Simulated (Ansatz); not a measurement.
Space group Pm-3m (No. 221). a = 3.653 Å, b = 3.653 Å, c = 3.653 Å, α = 90.00°, β = 90.00°, γ = 90.00°
```
atom site symmetry x y z
  Ca    1a m-3m  0.0000  0.0000  0.0000
  Zn    1b m-3m  0.5000  0.5000  0.5000
```

Equation of state of this CaZn structure (not necessarily the ground state), with shape and atoms relaxed at each volume where symmetry leaves them free. It has no gap at any of these volumes. These are results of DFT r2SCAN, scalar-relativistic, plane waves, PAW in Ansatz 0.2.0, not measurements.

Settings: cutoff 500 eV, Γ-centred mesh 12×12×12 on the computed 2-atom cell, Gaussian smearing of 0.10 eV; no spin polarisation.

```
V (Å³/atom) E − E(largest V) (meV/atom) P (GPa)
     22.909                         2.27     2.60
     23.640                        -6.29     1.21
     24.371                        -8.95     0.02
     25.103                        -6.60    -0.99
     25.834                         0.00    -1.86
```

Fit a third-order Birch–Murnaghan equation to E(V).

V0 = 24.37 Å³/atom, B0 = 36 GPa, B0' = 4.4.